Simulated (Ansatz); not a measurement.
## Al (Im-3m), two-dimensional strain map

The calculation used DFT LDA, scalar-relativistic, plane waves, PAW (Ansatz 0.2.0). The runs took a 420 eV cutoff, a Γ-centred 20×20×20 mesh and Gaussian smearing (0.15 eV). No spin polarisation. Energies are free energies at this smearing, counted from the undisturbed cell; pressure is positive in compression.

Zero of the scan (as given, not relaxed at this level; it stands at 0.4 GPa; this bcc form isn't the usual structure):

```xyz
1
Lattice="-1.5912 1.5912 1.5912 1.5912 -1.5912 1.5912 1.5912 1.5912 -1.5912" Properties=species:S:1:pos:R:3 pbc="T T T"
Al    0.0000    0.0000    0.0000
```

The cell is strained by p along both x and y and by q along z, fractional coordinates fixed. Points are written (p, q).

p was sampled at -0.050, -0.025, 0.000, 0.025, 0.050 and q at -0.050, -0.025, 0.000, 0.025, 0.050.

Q: Where on the computed points is the energy highest, and how high?

A: At (-0.050, -0.050): 108.5 meV/atom.

Q: Away from (0, 0), which computed point is lowest?

A: (-0.025, 0.050): -8.9 meV/atom.

The map, in meV/atom:

```
 p \ q  -0.050  -0.025  0.000  0.025  0.050
-0.050   108.5    72.9   43.0   17.7   -3.0
-0.025    45.9    26.7   11.2   -0.3   -8.9
 0.000     8.7     2.6    0.0    0.3    3.1
 0.025    -6.8    -2.1    6.1   16.2   28.8
 0.050    -4.8     9.6   26.8   45.6   65.5
```